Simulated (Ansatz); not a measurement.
A trial structure of KSiSe₃ was built thus: perovskite family, tilts a0a0c+ (P4/mbm, No. 127) (A site K; B site Si; X site Se). The dimensions are guesses.

```cif
data_structure
_symmetry_space_group_name_H-M 'P4/mbm'
_symmetry_Int_Tables_number 127
_cell_length_a 6.8081
_cell_length_b 6.8081
_cell_length_c 4.8140
_cell_angle_alpha 90.000
_cell_angle_beta 90.000
_cell_angle_gamma 90.000
_cell_volume 223.13
loop_
_atom_site_label
_atom_site_type_symbol
_atom_site_symmetry_multiplicity
_atom_site_Wyckoff_symbol
_atom_site_fract_x
_atom_site_fract_y
_atom_site_fract_z
_atom_site_occupancy
K1 K 2 c 0.00000 0.50000 0.50000 1
Si1 Si 2 a 0.50000 0.50000 0.00000 1
Se1 Se 4 g 0.79413 0.29413 0.00000 1
Se2 Se 2 b 0.50000 0.50000 0.50000 1
```

All numbers below come from DFT PBE, scalar-relativistic, plane waves, PAW (Ansatz). Cutoff 420 eV, Gaussian smearing, Γ-centred meshes. Cell and atoms relax first on a coarse mesh and then on a finer one. In between, the cell is made exact in the group found at 0.06 Å. In metals the finer mesh still leaves noise of several meV/atom or more. The steps can't lower the symmetry of their start. No spin polarisation.

A guess keeps its type if space group and coordination stay and the shape of the cell changes little (axis ratios within about 15 %, angles within 6°); the volume may change.

Q: Will the relaxed cell still be of the starting type?

A: It keeps its type. The symmetry stays P4/mbm (No. 127). The volume per atom grows by 10.8 %, from 22.3 to 24.7 Å³. The shortest distance goes from 2.41 Å (Si–Se) to 2.49 Å (Si–Se). The ratio c/a of the conventional cell changes by a factor of 1.06. Counting neighbours within 15 % of an atom's shortest distance, the start has K 8, Se 2, Si 6 and the end K 8, Se 2, Si 6.

The last run used a 6×6×8 mesh (in the run's order of axes) for its 10-atom cell and Gaussian smearing of 0.10 eV. The cell is a metal run without spin; a magnetic state may lie lower. Symmetry constrained the relaxation, so the result can be a saddle point.
